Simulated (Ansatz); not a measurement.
# Rb$_{2}$PdC$_{2}$: computed property card

Rb$_{2}$PdC$_{2}$:
```cif
data_C2PdRb2
_chemical_formula_sum 'C2 Rb2 Pd1'
_space_group_name_H-M_alt 'P-3m1'
_space_group_IT_number 164
_space_group_name_Hall '-P 3 2"'
_cell_length_a 5.38569
_cell_length_b 5.38569
_cell_length_c 5.26699
_cell_angle_alpha 90.000
_cell_angle_beta 90.000
_cell_angle_gamma 120.000
loop_
_atom_site_label
_atom_site_type_symbol
_atom_site_symmetry_multiplicity
_atom_site_Wyckoff_symbol
_atom_site_fract_x
_atom_site_fract_y
_atom_site_fract_z
_atom_site_occupancy
C1 C 2 c 0.00000 0.00000 0.38014 1
Rb1 Rb 2 d 0.33333 0.66667 0.28350 1
Pd1 Pd 1 a 0.00000 0.00000 0.00000 1
```

Space group P-3m1 (No. 164); conventional cell a = 5.3857 Å, b = 5.3857 Å, c = 5.2670 Å, α = 90.00°, β = 90.00°, γ = 120.00°.

Method: plane-wave PAW r²SCAN (Ansatz code). Geometry: relaxed at this level of theory. Other levels are named where they apply.

Cell and energy:

```json
{
 "volume_per_atom": "26.46 Å³",
 "density": "3.78 g/cm³",
 "Formation energy from the elements (no fitted shifts)": "-42 meV/atom"
}
```

Electronic structure:

```json
{
 "band_gap": "1.73 eV (direct)",
 "valence_band_maximum": "at L",
 "conduction_band_minimum": "at L (3 equivalent valleys)",
 "electron_effective_mass": "0.23, 0.79, 0.90 mₑ (principal values)",
 "Electron effective mass with spin–orbit coupling": "0.23, 0.79, 0.90 mₑ (principal values)",
 "hole_effective_mass": "0.20, 8.2, 25 mₑ (principal values)",
 "HSE06 gap on the r²SCAN cell": "2.42 eV",
 "Gap with spin–orbit coupling": "1.63 eV"
}
```

Mechanics:

```json
{
  "Bulk modulus (Birch–Murnaghan fit)": "26.2 GPa",
  "Pressure derivative B′": "4.8"
}
```

The workflow started from an entry of the Crystallography Open Database (COD). Whether it is the stable phase at ambient conditions was not checked. The cell was relaxed with r²SCAN under the symmetry of its start; its stability against distortions is not shown here. The run is not spin-polarised. The references are the lowest solids computed at this level, not always the standard phases. Spin–orbit coupling is left out wherever it is not named.

Potentials: the later of the program's two PAW sets.
